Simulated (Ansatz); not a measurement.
Data:

GaBi (rock salt, Fm-3m), a = b = c = 5.998 Å, α = β = γ = 90.00°; the cell used has 2 atoms.

This is the PBE-relaxed structure.

### Question
All from PBE in the plane-wave PAW code Ansatz, unless another level is named. Give the formation energy from the elements (no fitted shifts).

### Answer
0.12 eV/atom.

### Question
Predict the density of states at the Fermi level.

### Answer
0.60 states/eV per atom (mean over ±0.08 eV).

A made-up cell: these elements were put on the sites of a structure type; neither database checked (COD, Materials Project) lists it. Its standing as an ambient phase is unchecked. The cell was relaxed with PBE under the symmetry of its start; whether a distortion lowers the energy is not shown. The references are the lowest solids computed at this level, not always the standard phases. Scalar-relativistic: spin–orbit coupling is off unless named, which matters more the heavier the elements.

Potentials: the later of the program's two PAW sets.
